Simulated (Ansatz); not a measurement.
The end point of a relaxation of GaN. Space group P6₃mc (No. 186), AFLOW prototype AB_hP12_186_a2b_a2b (B6, as in SiC). Calculation: PBEsol (plane waves to 420 eV, PAW, scalar-relativistic; Ansatz, a program for electronic structure).

```xyz
12
Lattice="3.1812 0.0000 0.0000 -1.5906 2.7550 0.0000 0.0000 0.0000 15.5733" Properties=species:S:1:pos:R:3 pbc="T T T"
Ga     0.0000     0.0000    15.5695
Ga     0.0000     0.0000     7.7828
Ga     1.5906     0.9183    12.9770
Ga     0.0000     1.8367     5.1904
Ga     1.5906     0.9183     2.5940
Ga     0.0000     1.8367    10.3807
N      0.0000     0.0000    13.6210
N      0.0000     0.0000     5.8344
N      1.5906     0.9183    11.0271
N      0.0000     1.8367     3.2404
N      1.5906     0.9183     0.6444
N      0.0000     1.8367     8.4311
```

For GaN, the volume per atom is 11.37 Å³, the band gap comes out as 1.76 eV, direct at Γ (no spin-orbit coupling) and the shortest distances comes out as Ga–N 1.95 Å; Ga–Ga 3.18 Å; N–N 3.18 Å. The k-mesh is 10×10×2.

Band energies at high-symmetry points (eV from the VBM; labels of this space group; no spin-orbit coupling), from −5 eV up to 6.8 eV:

| point | energies |
|---|---|
| Γ | -2.32 -2.29 -1.01 -1.01 -0.79 -0.79 -0.76 -0.76 -0.29 -0.29 -0.26 -0.26 -0.02 0.00 0.00 1.76 3.31 3.47 4.29 4.46 4.53 |
| M | -3.65 -3.52 -2.76 -2.58 -2.39 -2.38 -2.36 -1.84 -1.51 -1.49 -1.31 -0.99 3.65 3.99 4.54 4.70 5.39 5.73 6.74 |
| K | -4.75 -4.75 -4.39 -3.79 -3.51 -3.51 -2.60 -2.60 -2.41 -1.84 -1.76 -1.76 5.52 5.52 5.63 6.42 |
| A | -3.89 -3.89 -0.95 -0.95 -0.95 -0.95 -0.85 -0.85 -0.53 -0.53 -0.53 -0.53 -0.08 -0.08 -0.08 -0.08 2.43 2.43 4.08 4.08 4.48 4.48 |
| L | -3.42 -3.42 -2.74 -2.74 -2.66 -2.66 -1.95 -1.95 -1.44 -1.44 -1.13 -1.13 3.69 3.69 5.02 5.02 5.19 5.19 |
| H | -4.66 -4.66 -4.12 -4.12 -3.67 -3.67 -2.40 -2.40 -2.09 -2.09 -1.87 -1.87 5.64 5.64 5.98 5.98 6.61 6.61 |

No spin polarisation in the result.

The run could not lose the symmetry of its start; a randomly shaken copy of 12 atoms returns to this structure.

The first start was generated by placing the elements on the sites of a structure type. A measured structure of GaN has the same space group, P6₃mc (No. 186); the sites were not compared with it.
